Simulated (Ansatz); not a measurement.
A geometry of Ga away from equilibrium: step 3 of the relaxation of a generated cell, Ga placed in the black-P structure type. Method: r2SCAN (plane waves to 500 eV, PAW, scalar-relativistic; Ansatz, a quantum-chemistry and plane-wave program). Γ-centred k-mesh 10×10×7 on the run's cell (coarser than for final values), Fermi–Dirac smearing 0.05 eV. The plane waves were selected for a different cell earlier on the path.

```xyz
4
Lattice="1.7165 -4.9990 0.0000 1.7165 4.9990 0.0000 0.0000 0.0000 4.4096" Properties=species:S:1:pos:R:3 pbc="T T T"
Ga     1.7165     1.2774     2.3569
Ga     1.7165    -1.2774     2.0527
Ga     1.7165    -3.7216     4.2575
Ga     1.7165     3.7216     0.1521
```

Give the Cartesian forces on all atoms (eV/Å).


| atom | Fx | Fy | Fz |
|---|---|---|---|
| Ga1 | 0.00 | 0.52 | -0.79 |
| Ga2 | 0.00 | -0.52 | 0.79 |
| Ga3 | 0.00 | 0.52 | 0.79 |
| Ga4 | 0.00 | -0.52 | -0.79 |

The path ends in Fmmm (No. 69). No spin polarisation in the result.

The run could not lose the symmetry of its start, so the end can be a saddle point.

The end of the path is a generated cell of Ga: the first start was made by placing the elements on the sites of a structure type, and the end was not matched to a known phase here, so it may be hypothetical. Known forms of Ga include space group No. 64.
